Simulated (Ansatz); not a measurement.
Tl (hcp, Mg type)

```yaml
crystal:
  lattice:
    - [7.04140, 0.00000, 0.00000]
    - [-1.76035, 3.04902, 0.00000]
    - [0.00000, 0.00000, 5.60254]
  atoms:
    - { symbol: Tl, position: [0.16667, 0.66667, 0.75000] }
    - { symbol: Tl, position: [0.66667, 0.66667, 0.75000] }
    - { symbol: Tl, position: [0.33333, 0.33333, 0.25000] }
    - { symbol: Tl, position: [0.83333, 0.33333, 0.25000] }
```

In this cell atom 1 (Tl, nearest neighbour Tl at 3.461 Å; its periodic images, 3.5 Å or more away, move with it) is moved by s along Cartesian z, unit vector (0.000, 0.000, 1.000); all other atoms and the cell stay fixed.

These are r2SCAN (plane waves to 500 eV, PAW, scalar-relativistic; Ansatz, a quantum-chemistry and plane-wave program) values and carry that method's errors. k mesh 6×12×7 (Γ-centred), Fermi-Dirac smearing 0.05 eV. Energies are smeared free energies. With partly filled bands, energies and forces of such displacements shift with the k mesh and the smearing. Spin-orbit coupling is left out, though Tl is heavy. The PAW data are Ansatz's earlier set. Tl was relaxed with its symmetry unable to fall. The zero of ΔE is the undisplaced structure. The last digit holds for this mesh only.

| s (Å) | ΔE (meV/cell) |
|---|---|
| -0.350 | 131.4 |
| -0.280 | 83.4 |
| -0.210 | withheld |
| -0.140 | 20.7 |
| -0.070 | 5.2 |
| 0.000 | 0.0 |
| 0.070 | 5.2 |
| 0.140 | 20.7 |
| 0.210 | withheld |
| 0.280 | 83.4 |
| 0.350 | 131.4 |

Fit an even polynomial form (powers 2, 4) to the given rows and predict ΔE at s = -0.210.

Least squares on the 9 given rows: ΔE = (1050)·s² + (186.7)·s⁴, in meV/cell with s in Å; root-mean-square residual 0.05 meV/cell. At -0.210 the fit gives 46.7 meV/cell; the calculation gives 46.7 meV/cell, the same to the digits shown. The quadratic term alone would give 46.3 meV/cell.

(For displaced atoms, the force is minus the slope of the energy, and its curvature is a force constant, which sets phonon frequencies.)
